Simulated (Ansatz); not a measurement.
**Stability checks on a candidate for Al7Si**

The cell was found from a structure generator's guess, not taken from experiment.

Level of theory: DFT PBE, scalar-relativistic, plane waves, PAW (Ansatz). Cutoff 420 eV, Γ-centred 8×8×8 mesh (8-atom cell), Gaussian smearing of 0.10 eV, no spin polarisation.

```cif
data_structure
_symmetry_space_group_name_H-M 'Fm-3m'
_symmetry_Int_Tables_number 225
_cell_length_a 8.0372
_cell_length_b 8.0372
_cell_length_c 8.0372
_cell_angle_alpha 90.000
_cell_angle_beta 90.000
_cell_angle_gamma 90.000
_cell_volume 519.18
loop_
_atom_site_label
_atom_site_type_symbol
_atom_site_symmetry_multiplicity
_atom_site_Wyckoff_symbol
_atom_site_fract_x
_atom_site_fract_y
_atom_site_fract_z
_atom_site_occupancy
Al1 Al 24 d 0.25000 0.25000 0.00000 1
Al2 Al 4 b 0.50000 0.00000 0.00000 1
Si1 Si 4 a 0.00000 0.00000 0.00000 1
```

Formation energies are uncorrected and refer to the elements' standard structures at the same level.

Problem. These tests were run: energy against the elements; phonons on a 2×2×2 q mesh; elastic tensor. What do they show?

Solution.

| test | result |
| --- | --- |
| energy against the elements | +0.06 eV/atom |
| phonons on a 2×2×2 q mesh | no imaginary mode on the mesh |
| elastic tensor | least eigenvalue 11 GPa |

It fails one test: energy against the elements. It may still be a metastable minimum. Undecided within the accuracy: elastic tensor.

The cell is a metal run without spin; a magnetic state may lie lower. The run for the phonons used an 8×8×8 k mesh and Fermi–Dirac smearing of 0.15 eV. The run for the elastic tensor used an 8×8×8 k mesh and Fermi–Dirac smearing of 0.15 eV.
